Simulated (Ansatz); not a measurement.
Here is the system:

VN:
```
CELL_PARAMETERS angstrom
      4.07228     0.00000     0.00000
      0.00000     4.07228     0.00000
      0.00000     0.00000     4.07228
ATOMIC_POSITIONS crystal
  V  0.23198 0.23198 0.23198
  V  0.76802 0.76802 0.23198
  V  0.23198 0.76802 0.76802
  V  0.76802 0.23198 0.76802
  N  0.26028 0.26028 0.73972
  N  0.73972 0.73972 0.73972
  N  0.26028 0.73972 0.26028
  N  0.73972 0.26028 0.26028
```

This is the PBEsol-relaxed structure.

Task: All from DFT-PBEsol in the program Ansatz with PAW potentials, unless another level is named. Predict the Debye temperature from the elastic constants.

Result: 697 K.

Task: Next, the highest zone-centre frequency?

Result: 606 cm⁻¹.

Task: Give the elastic constants (relaxed ions, GPa).

Result: C11 = 456, C12 = 273, C44 = 134.

Space group P-43m. The start of the workflow was typed in or built on a structure type; neither database checked (COD, Materials Project) lists it. It is not the phase usual at ambient conditions (space group No. 225). The cell was relaxed with PBEsol under the symmetry of its start; its stability against distortions is not shown here. The workflow began spin-polarised and lost its moments. As this level gives no gap, shear constants depend on the k-mesh and smearing (Fermi–Dirac, 0.1 eV here). As this level gives no gap, phonon frequencies hold no LO–TO term and depend on the k-mesh and smearing (Fermi–Dirac, 0.1 eV here). On the denser mesh and wider smearing of the elastic run this cell carries a stress of 0.4 GPa.

Potentials: the earlier of the program's two PAW sets. The files were generated under PBE; for other functionals the program regenerates the frozen cores, and for LDA and PBEsol the local potential too.
